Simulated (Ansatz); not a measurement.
Sn2GeTe3:
```
Sn2GeTe3
1.0
    4.40734     0.00000     0.00000
   -2.20367     3.81687     0.00000
    0.00000     0.00000    10.81796
Sn Ge Te
2 1 3
Direct
  0.33333   0.66667   0.82600
  0.66667   0.33333   0.17400
  0.00000   0.00000   0.50000
  0.33333   0.66667   0.34788
  0.66667   0.33333   0.65212
  0.00000   0.00000   0.00000
```

Relaxed with r²SCAN. Independent-particle spectrum: no excitons, no local fields, no scissors shift; 0.1 eV broadening; ε₁ of the summed bands alone.

Tabulate the dielectric function from r²SCAN (plane waves, PAW; program Ansatz).



```csv
E (eV),ε₁ xx,ε₂ xx,ε₁ zz,ε₂ zz
0.0,60.12,0.00,59.86,0.00
0.4,69.71,9.81,69.08,9.45
0.8,73.04,34.60,78.67,33.70
1.2,50.40,65.02,49.29,67.60
1.6,12.04,96.47,5.33,95.71
2.0,-30.45,34.77,-30.38,34.37
2.4,-18.94,32.38,-19.71,31.90
2.8,-20.81,16.66,-20.57,16.20
3.2,-15.44,9.06,-15.32,9.03
3.6,-11.33,5.55,-11.23,5.53
4.0,-8.15,3.71,-8.11,3.73
4.4,-5.91,2.70,-5.83,2.77
4.8,-4.01,2.05,-4.05,2.08
5.2,-2.31,1.75,-2.31,1.70
5.6,-0.45,2.04,-0.24,2.01
6.0,0.17,3.76,0.05,4.11
6.4,0.07,4.75,0.45,4.87
6.8,-0.36,5.41,-0.72,5.38
7.2,-2.57,5.38,-2.83,5.08
7.6,-3.23,4.04,-3.42,3.92
8.0,-2.95,2.85,-2.91,2.76
8.4,-2.65,2.40,-2.60,2.32
8.8,-2.35,1.88,-2.27,1.81
9.2,-1.99,1.67,-1.92,1.70
9.6,-1.87,1.46,-1.84,1.48
10.0,-1.65,1.21,-1.65,1.21
10.4,-1.41,1.07,-1.40,1.07
10.8,-1.29,0.94,-1.27,0.93
11.2,-1.11,0.81,-1.09,0.81
11.6,-0.96,0.72,-0.94,0.73
12.0,-0.84,0.65,-0.82,0.66
```

From ε at 0.8 eV (xx: 73.04 + 34.60i), find n, k, the normal reflectivity and the absorption coefficient.

n = 8.77, k = 1.972, R = 65 %, α = 2kE/ħc = 160000 cm⁻¹.

With all bands, ε∞ without local fields is 60.2 (xx = yy), 60.0 (zz).

Space group P-3m1. The workflow started from a Materials Project entry (that database holds measured and hypothetical structures alike); the Crystallography Open Database copy checked does not list it. With Sn and Ge taken as one species the cell has the higher symmetry Fm-3m, so it may be an ordered model of a mixed-site phase. Its standing as an ambient phase is unchecked. The r²SCAN relaxation kept the symmetry of its start. At this level the phase is dynamically unstable (imaginary phonons). Spin–orbit coupling is left out wherever it is not named.

Potentials: the later of the program's two PAW sets.
